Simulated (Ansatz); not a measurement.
Trial structure of YSiF₃, not yet relaxed:

```cif
data_structure
_symmetry_space_group_name_H-M 'P4/mbm'
_symmetry_Int_Tables_number 127
_cell_length_a 5.5475
_cell_length_b 5.5475
_cell_length_c 3.9227
_cell_angle_alpha 90.000
_cell_angle_beta 90.000
_cell_angle_gamma 90.000
_cell_volume 120.72
loop_
_atom_site_label
_atom_site_type_symbol
_atom_site_symmetry_multiplicity
_atom_site_Wyckoff_symbol
_atom_site_fract_x
_atom_site_fract_y
_atom_site_fract_z
_atom_site_occupancy
Y1 Y 2 c 0.00000 0.50000 0.50000 1
Si1 Si 2 a 0.50000 0.50000 0.00000 1
F1 F 4 g 0.77231 0.27231 0.00000 1
F2 F 2 b 0.50000 0.50000 0.50000 1
```

Level of theory: DFT PBE, scalar-relativistic, plane waves, PAW in Ansatz 0.2.0. Settings: cutoff 420 eV, Γ-centred mesh 4×4×4 on the computed 10-atom cell, Gaussian smearing of 0.10 eV; no spin polarisation.

Formation energies are uncorrected and refer to the elements' standard structures at the same level (F₂ as a molecule).

**Question.** Estimate its pressure, forces and energy as it stands.

**Answer.** The pressure is 34.1 GPa (the mean over three directions, positive in compression), the largest force is 0.48 eV/Å, and the energy is −1.09 eV/atom against the elements. The shortest distance is 1.96 Å.

**Question.** How much does it gain on relaxing, and where does it end?

**Answer.** Relaxing gains about 0.85 eV/atom (the start's value is from the coarse mesh, so the gain is rough) in 36 ionic steps and ends at −1.93 eV/atom on the finer mesh. The symmetry stays P4/mbm (No. 127). The volume per atom grows by 96.3 %, from 12.1 to 23.7 Å³. The shortest distance goes from 1.96 Å (Si–F) to 1.86 Å (Si–F). The ratio c/a of the conventional cell changes by a factor of 0.66. Conventional cell: a = 7.985 Å, c = 3.716 Å. Y is surrounded by 4 F at 2.24 Å; Si is surrounded by 2 F at 1.86 Å; F on a site of symmetry m2m is surrounded by 2 Y at 2.24 Å and 1 F at 2.49 Å; 1 more site not described.

The last run used a 6×6×10 mesh (in the run's order of axes) for its 10-atom cell and Gaussian smearing of 0.10 eV. Weakly bound directions are ill-defined at this level, which has no dispersion term. The cell is a metal run without spin; a magnetic state may lie lower. The relaxation can't lower the symmetry of the start. A structure relaxed within its symmetry needn't be a true minimum.
